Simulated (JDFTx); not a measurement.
Input for JDFTx (a modified build): vinylidene fluoride, C2H2F2 (SMILES C=C(F)F), charge 0, multiplicity 1, SaLSA, water, no salt; lengths in bohr, energies in hartree. The run starts from orbitals saved by an earlier run of the same system.

```
lattice \
  22.2042819644 0.0000000000 0.0000000000 \
  0.0000000000 21.2594189020 0.0000000000 \
  0.0000000000 0.0000000000 17.4799666528
coords-type Cartesian
ion C -1.4520878109 -0.0003742780 0.0001430536 0
ion C 1.0269746402 -0.0002477525 0.0011490175 0
ion F 2.4779964592 -2.0432314113 0.0008473632 0
ion F 2.4769841131 2.0432314113 -0.0012334746 0
ion H -2.4773764940 1.7474273316 0.0012334746 0
ion H -2.4779964592 -1.7477348318 -0.0011995061 0
ion-species pseudo/c_pbe_v1.2.upf
ion-species pseudo/f_pbe_v1.4.upf
ion-species pseudo/h_pbe_v1.4.upf
elec-cutoff 20 100
elec-ex-corr gga-PBE
symmetries none
elec-n-bands 12
electronic-minimize nIterations 150 energyDiffThreshold 1e-7
fluid SaLSA
fluid-solvent H2O
wavefunction read s0.wfns 15
dump-name s3.$VAR
dump End State Ecomponents EigStats BandEigs Forces ElecDensity IonicPositions FluidDebug
```

The log closes as follows.

```
[...]
ElecMinimize: Iter:   7  Etot: -61.188315958346692  |grad|_K:  5.111e-07  alpha:  8.610e-01  linmin: -4.164e-06
ElecMinimize: Iter:   8  Etot: -61.188316045048907  |grad|_K:  2.827e-07  alpha:  7.834e-01  linmin:  3.781e-05
ElecMinimize: Iter:   9  Etot: -61.188316070255539  |grad|_K:  1.463e-07  alpha:  7.442e-01  linmin:  6.985e-05
ElecMinimize: Converged (|Delta Etot|<1.000000e-07 for 2 iters).

# Ionic positions in cartesian coordinates:
ion C  -1.452087810900000  -0.000374278000000   0.000143053600000 0
ion C   1.026974640200000  -0.000247752500000   0.001149017500000 0
ion F   2.477996459200000  -2.043231411300000   0.000847363200000 0
ion F   2.476984113100000   2.043231411300000  -0.001233474600000 0
ion H  -2.477376494000000   1.747427331600000   0.001233474600000 0
ion H  -2.477996459200000  -1.747734831800000  -0.001199506100000 0

# Forces in Cartesian coordinates:
force C  -0.003676587144859   0.000009615571410   0.000044551766612 0
force C  -0.003183575529313  -0.000045345148752  -0.000149470371042 0
force F   0.008372188342166  -0.010905074397950   0.000015370294379 0
force F   0.008442086519698   0.010965812161642   0.000079823214361 0
force H  -0.004970737965784   0.010886333923332  -0.000026031374114 0
force H  -0.004970539050576  -0.010910827888278   0.000034954974884 0

# Energy components:
   A_diel =       -0.0015982953842728
   Eewald =       25.5870227097515439
       EH =       77.3465207492269826
     Eloc =     -184.3984276348644471
      Enl =        8.5245699361578158
      Exc =      -13.6191702936323598
 Exc_core =        0.0673524090173749
       KE =       25.3054143494718282
-------------------------------------
     Etot =      -61.1883160702555386
```

The run took 10 electronic cycles (a count that differs between repeats, as do the digits past 10⁻⁶ Ha); the total lies -0.03 eV from the vacuum run at this geometry.
